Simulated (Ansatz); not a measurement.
Task: Al2Cu in space group I4/mcm (No. 140; Al on 8h, Cu on 4a) is relaxed with DFT-PBE in the program Ansatz with PAW potentials. What lattice parameters of the conventional cell result?

Result: a = 6.051 Å, c = 4.888 Å.

Task: Give the free coordinates with the occupied sites.

Result: In one choice of origin and axes:

```tsv
atom	site	symmetry	x	y	z
Al	8h	m.2m	0.1586	0.3414	0.0000
Cu	4a	422	0.0000	0.0000	0.2500
```

The PBE relaxation kept the symmetry of its start. The run is not spin-polarised. Axis ratios of metals converge slowly with the k-mesh, so a and c are less sure than the volume.

Potentials: the later of the program's two PAW sets.
